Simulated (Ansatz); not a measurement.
BN in space group P6_3/mmc (No. 194; B on 2b, N on 2d), LDA in the plane-wave PAW code Ansatz. The conduction-band minimum lies at K, with 2 equivalent valleys. Second derivatives d²E/dk² of the lowest band at one valley (eV·Å²), along Cartesian directions:

```tsv
direction	d²E/dk²
[100]	17.50
[010]	17.50
[001]	10.17
[110]	17.50
[101]	13.83
[011]	13.83
```

**Question.** Find the principal effective masses, the density-of-states mass and the conductivity mass.

**Answer.** Off-diagonal terms follow from H_xy = H[110] − (H_xx + H_yy)/2, and m*/mₑ = 7.620 eV·Å² over each eigenvalue: 0.44, 0.44, 0.75. One valley's DOS mass (m₁m₂m₃)^(1/3) = 0.52, conductivity mass 3/(Σ 1/mᵢ) = 0.51 mₑ.

**Question.** What effective density of states Nc follows at 300 K for parabolic valleys?

**Answer.** Nc = 2.509e19 × 2 × (0.52)^(3/2) ≈ 1.9e19 cm⁻³.

**Question.** With the computed static dielectric constant 5.58 (mean of the diagonal), estimate a hydrogenic donor's binding energy and radius.

**Answer.** E = 13.606 eV × 0.51/5.58² ≈ 220 meV; a = 0.529 Å × ε/m* ≈ 5.8 Å. Semilocal masses tend to be too small where the gap is.

The first step of the workflow began from a Materials Project structure, measured or hypothetical. Its sites differ from those of the usual phase in this space group: another stacking or structure type. The LDA relaxation kept the symmetry of its start; phonons on a q-mesh show no instability. A crystal of weakly bound layers computed without a dispersion correction: the cell and the soft elastic constants depend strongly on that.

Potentials: the earlier of the program's two PAW sets.
